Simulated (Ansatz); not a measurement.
This guess for Be₂SbP₃ is about to be relaxed.

```cif
data_structure
_symmetry_space_group_name_H-M 'P6/mmm'
_symmetry_Int_Tables_number 191
_cell_length_a 5.6312
_cell_length_b 5.6312
_cell_length_c 3.5323
_cell_angle_alpha 90.000
_cell_angle_beta 90.000
_cell_angle_gamma 120.000
_cell_volume 97.01
loop_
_atom_site_label
_atom_site_type_symbol
_atom_site_symmetry_multiplicity
_atom_site_Wyckoff_symbol
_atom_site_fract_x
_atom_site_fract_y
_atom_site_fract_z
_atom_site_occupancy
Be1 Be 2 c 0.33333 0.66667 0.00000 1
Sb1 Sb 1 a 0.00000 0.00000 0.00000 1
P1 P 3 g 0.50000 0.00000 0.50000 1
```

Level of theory: DFT PBE, scalar-relativistic, plane waves, PAW in Ansatz 0.2.0. Cutoff 420 eV, Gaussian smearing, Γ-centred meshes. Cell and atoms relax first on a coarse mesh and then on a finer one. In between, the cell is made exact in the group found at 0.06 Å. In metals the finer mesh still leaves noise of several meV/atom or more. The steps can't lower the symmetry of their start. No spin polarisation.

A guess keeps its type if space group and coordination stay and the shape of the cell changes little (axis ratios within about 15 %, angles within 6°); the volume may change.

Task: Does this structure survive the relaxation?

Result: It keeps its type. The symmetry stays P6/mmm (No. 191). The volume per atom shrinks by 6.8 %, from 16.2 to 15.1 Å³. The shortest distance goes from 2.40 Å (Be–P) to 2.33 Å (Be–P). The ratio c/a of the conventional cell changes by a factor of 0.96. Counting neighbours within 15 % of an atom's shortest distance, the start has Be 6, P 4, Sb 20 and the end Be 6, P 4, Sb 20.

The last run used a 12×12×12 mesh for its 6-atom cell and Gaussian smearing of 0.10 eV. Spin–orbit coupling, which can matter for Sb, is left out. A structure relaxed within its symmetry needn't be a true minimum. Another cell of Be2SbP3 relaxed alike, in P1, lies 0.52 eV/atom lower, so this cell isn't the stable form at this level.
